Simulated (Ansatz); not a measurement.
# MnZn under pressure

Method: DFT LDA, scalar-relativistic, plane waves, PAW (Ansatz 0.2.0). Plane waves to 420 eV; Γ-centred k mesh 14×14×14; Gaussian smearing of 0.20 eV. Collinear spin, site moments 2.6, 0.0 μB. Phonons by linear response, acoustic sum rule imposed.

Relaxed structure:
Space group Pm-3m (No. 221). a = 2.893 Å, b = 2.893 Å, c = 2.893 Å, α = 90.00°, β = 90.00°, γ = 90.00°
```json
{"atom": "Mn", "site": "1a", "symmetry": "m-3m", "x": "0.0000", "y": "0.0000", "z": "0.0000"}
{"atom": "Zn", "site": "1b", "symmetry": "m-3m", "x": "0.5000", "y": "0.5000", "z": "0.5000"}
```

In a metal, frequencies and elastic constants depend on the k mesh and the smearing, soft modes and shear constants most.

Task: The cell is relaxed again at 5 and 15 GPa. How do volume, gap and optical modes at Γ (cm⁻¹, counted from the lowest optical one; a degenerate one stands once) change?

Result:
|  | 0 GPa | 5 GPa | 15 GPa |
| --- | --- | --- | --- |
| V/V0 | 1.000 | 0.971 | 0.923 |
| gap (eV) | 0.00 | 0.00 | 0.00 |
| mode 1 | 263 | 278 | 305 |